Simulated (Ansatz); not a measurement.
Theory: Ansatz 0.2.0, DFT, r2SCAN, plane waves (500 eV) with PAW, scalar-relativistic. (PAW data from PBE, frozen cores regenerated.)

An element in the dhcp structure gives this curve. The cell is scaled uniformly from the relaxed one, with fractional coordinates and shape fixed. Energies are extrapolated to zero smearing, pressures are those at the given smearing. Magnetic state: spin not included.

| V (Å³/atom) | E − E₀ (meV/atom) | P (GPa) |
| --- | --- | --- |
| 10.077 | 107.4 | 28.55 |
| 10.536 | 43.5 | 16.64 |
| 10.994 | 9.9 | 7.30 |
| 11.452 | 0.0 | -0.04 |
| 11.910 | 8.7 | -5.78 |
| 12.368 | 32.0 | -10.28 |
| 12.826 | 66.7 | -13.78 |

(1) Which element is it?
A. copper
B. silicon
C. iron
D. cobalt

## Answers

(1) A. Its fit is V₀ = 11.45 Å³/atom, B₀ = 162 GPa, B₀′ = 5.1.
